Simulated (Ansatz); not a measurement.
The start is a generated cell, NbP placed in the AFLOW prototype AB_oP8_62_c_c (B27, as in FeB). The structure is fully relaxed (lattice and positions, P = 0) with PBE (plane waves to 420 eV, PAW, scalar-relativistic; Ansatz, a program for electronic structure). The first steps use a coarse 4×6×5 k-mesh.

Input geometry:
```
NbP
1.0
    6.77494     0.00000     0.00000
    0.00000     3.63221     0.00000
    0.00000     0.00000     4.99706
Nb P
4 4
Direct
  0.82000   0.25000   0.12500
  0.32000   0.25000   0.37500
  0.18000   0.75000   0.87500
  0.68000   0.75000   0.62500
  0.12500   0.25000   0.69000
  0.62500   0.25000   0.81000
  0.87500   0.75000   0.31000
  0.37500   0.75000   0.19000
```

- Initial pressure: +78 GPa (positive: the cell is compressed)
- Largest initial force: about 7.7 eV/Å, on P5, P6, P7, P8 (atoms numbered as listed)
- Outcome: The space group stays Pnma (No. 62) (the run could not lower it), with 8 atoms in the primitive cell
- Energy released: 2.36 eV/atom
- Volume change: -0.9 %, from 15.37 to 15.24 Å³/atom
- Shortest distances (start → end): The closest pairs of elements (up to four, under 3.6 Å), start → end: Nb–P 2.06 → 2.47 Å; P–P 3.13 → 2.67 Å; Nb–Nb 3.23 → 3.13 Å
- Band gap at the end: no gap (metallic)
- Optimiser moves: 24

Final structure:

Space group Pnma (No. 62); a = 5.974 Å, b = 4.330 Å, c = 4.712 Å, α = β = γ = 90.00°

```csv
atom,site,symmetry,x,y,z
Nb,4c,.m.,0.3163,0.2500,0.3505
P,4c,.m.,0.0411,0.7500,0.3417
```

Final values are on a 8×11×10 k-mesh of the relaxed cell. No spin polarisation in the result.

The run could not lose the symmetry of its start; a randomly shaken copy of 8 atoms returns to this structure.

The relaxed structure here is a generated cell of NbP: the first start was made by placing the elements on the sites of a structure type, and the end was not matched to a known phase here, so it may be hypothetical.
